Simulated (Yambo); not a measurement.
Yambo run on K$_{2}$PtC$_{2}$ (space group P-3m1, No. 164). The wavefunctions are PBEsol (Quantum ESPRESSO, PseudoDojo norm-conserving, 84 Ry, with spin-orbit coupling) ones on a 3×3×2 mesh (44 occupied bands); a = b = 5.138 Å, c = 5.195 Å, α = β = 90.00°, γ = 120.00°.

Yambo input:

```
rim_cut
gw0
dyson
el_el_corr
HF_and_locXC
ppa
em1d
RandQpts= 1000000
RandGvec= 1 Ry
EXXRLvcs= 84 Ry
VXCRLvcs= 336 Ry
Chimod= "HARTREE"
% BndsRnXp
 9 | 258 |
%
NGsBlkXp= 1 Ry
% LongDrXp
 1.0 | 1.0 | 1.0 |
%
PPAPntXp= 27.2114 eV
% GbndRnge
 1 | 258 |
%
GTermKind= "BG"
DysSolver= "n"
ExtendOut
% QPkrange
 2 | 2 | 44 | 44 |
 4 | 4 | 44 | 45 |
%
```

k points by index: 2 = A, 4 = (0, 0.333, -0.5).

The o-*.qp file then holds:

```
#    K-point    Band    Eo [eV]    E [eV]    E-Eo [eV]    Vxc [eV]    Vnlxc [eV]    Sc|Eo [eV]    Sc|E [eV]    dSc/dw|Eo [eV]    Re(Z)    Im(Z)
#
    2    44    0.000000    -0.152301    -0.152301    -18.38119    -21.56869    2.997817    3.035194    -6.671033    0.803108    -0.001783
    4    44    -0.029953    -0.200096    -0.170144    -18.30889    -21.50956    2.988741    3.030523    -6.675642    0.802998    -0.001902
    4    45    0.897052    1.483975    0.586923    -9.987405    -6.493365    -2.779879    -2.907117    -5.898026    0.821860    -0.001353
```
(The two width columns are left out.) Convergence of these settings isn't established.

Geometry of the Materials Project entry, not relaxed at this level.

The structure is a Materials Project entry; no match was found in the copy of COD used, and its stability was not checked.
